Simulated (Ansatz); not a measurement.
System: MnSb, 4 atoms in the cell.

Level of theory: PBE with spin–orbit coupling, all-electron LAPW, point nucleus in Ansatz.

k-mesh 6×6×4 Γ-centred; Fermi–Dirac smearing of 0.1 eV; starting moments Mn1 4, Mn2 4 μB along [0, 0, 1].

```yaml
crystal:
  lattice:
    - [4.13000, 0.00000, 0.00000]
    - [-2.06500, 3.57668, 0.00000]
    - [0.00000, 0.00000, 5.79000]
  atoms:
    - { symbol: Mn, position: [0.00000, 0.00000, 0.00000] }
    - { symbol: Mn, position: [0.00000, 0.00000, 0.50000] }
    - { symbol: Sb, position: [0.33333, 0.66667, 0.25000] }
    - { symbol: Sb, position: [0.66667, 0.33333, 0.75000] }
```
Lattice in Å, positions in fractions of it.

(1) What pressure does the calculation give?

Results:

(1) The pressure is -2.67 GPa, so at these settings the cell is stretched and would shrink.

The k-mesh is modest, so these values aren't fully converged in k. One magnetic order was tried; another may lie lower.
